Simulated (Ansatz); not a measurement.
## ZnCu$_{2}$: how the k-point mesh moves the results

All numbers below come from DFT PBEsol, scalar-relativistic, plane waves, PAW (Ansatz).

```yaml
crystal:
  lattice:
    - [2.53758, -0.01160, -0.03506]
    - [-1.27883, 2.21564, 0.01159]
    - [-0.08539, -0.01669, 6.31011]
  atoms:
    - { symbol: Zn, position: [0.99894, 0.00268, 0.00943] }
    - { symbol: Cu, position: [0.31543, 0.62798, 0.66921] }
    - { symbol: Cu, position: [0.66589, 0.34889, 0.34264] }
```

The plane-wave cutoff is 420 eV, the occupation rule is Gaussian smearing, 0.1 eV and the spin treatment is unpolarised.

The atoms are held and the k-point mesh is swept. Energies are extrapolated to zero smearing and count from the reference run, 12×12×6. The cell was strained and its atoms displaced at random, so that forces don't vanish. The meshes are Γ-centred. Pressure is positive in compression.

Question: One run gave ΔE = -18.5 meV/atom and P = 3.58 GPa. Which k-point mesh did it use, of 1×1×1, 4×4×1, 4×4×2, 6×6×2, 8×8×4?

Answer: 4×4×2. All runs:

```
   mesh  ΔE (meV/atom) P (GPa) largest change of a force component (eV/Å) irreducible points
  1×1×1          -5926   -50.33                                       0.437                   1
  4×4×1          -26.8     5.38                                       0.049                  10
  4×4×2          -18.5     3.58                                       0.063                  20
  6×6×2          -36.2     3.40                                       0.023                  40
  8×8×4          -4.84     2.98                                       0.006                 132
12×12×6           0.00     2.95                                       0.000                 436
```